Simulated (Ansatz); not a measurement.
Input:

Al2O3 (corundum)

```xyz
10
Lattice="2.4040 1.3879 4.3739 -2.4040 1.3879 4.3739 0.0000 -2.7759 4.3739" Properties=species:S:1:pos:R:3 pbc="T T T"
Al     0.0000     0.0000     4.6205
Al     0.0000     0.0000     1.9403
Al     0.0000     0.0000     8.5011
Al     0.0000     0.0000    11.1813
O     -0.9320     1.3879     7.6543
O     -0.7360    -1.5011     7.6543
O      1.6680     0.1132     7.6543
O      0.9320    -1.3879     5.4673
O      0.7360     1.5011     5.4673
O     -1.6680    -0.1132     5.4673
```

A phonon eigenvector at Γ is frozen into this cell: atom i moves by Q times the vector below, so Q is the largest atomic displacement, in Å. The cell is held.

| atom | x | y | z |
|---|---|---|---|
| Al1 | 0.000 | 0.000 | 0.718 |
| Al2 | 0.000 | 0.000 | 0.718 |
| Al3 | 0.000 | 0.000 | 0.718 |
| Al4 | 0.000 | 0.000 | 0.718 |
| O5 | 0.000 | -0.590 | -0.807 |
| O6 | 0.511 | 0.295 | -0.807 |
| O7 | -0.511 | 0.295 | -0.807 |
| O8 | 0.000 | -0.590 | -0.807 |
| O9 | 0.511 | 0.295 | -0.807 |
| O10 | -0.511 | 0.295 | -0.807 |

Level of theory: PBE (plane waves to 420 eV, PAW, scalar-relativistic; Ansatz, an electronic-structure program). k mesh 8×8×8 (Γ-centred), Fermi-Dirac smearing 0.05 eV. E stands for the smeared free energy. Al2O3 was relaxed with its symmetry unable to fall. The PAW data are Ansatz's earlier set. ΔE is measured from the undisplaced structure.

The scan covers Q from -0.280 to 0.280 Å in 13 points.

Problem. Is this a single well or a double well?

Solution. A single well with its minimum at or next to zero displacement.

Problem. Is the energy the same for equal positive and negative displacements?

Solution. Even: the same for both signs.

Problem. Which space group does the distorted structure have?

Solution. R3c (No. 161), lowered from R-3c.

Problem. What is the energy change at Q = 0.280 Å?

Solution. 3023 meV/cell.

Problem. What harmonic wavenumber does the curvature at Q = 0 give?

Solution. 374 cm⁻¹.

(A displaced cell: forces are minus the slopes of the energy, force constants its curvatures, and phonons follow from these.)
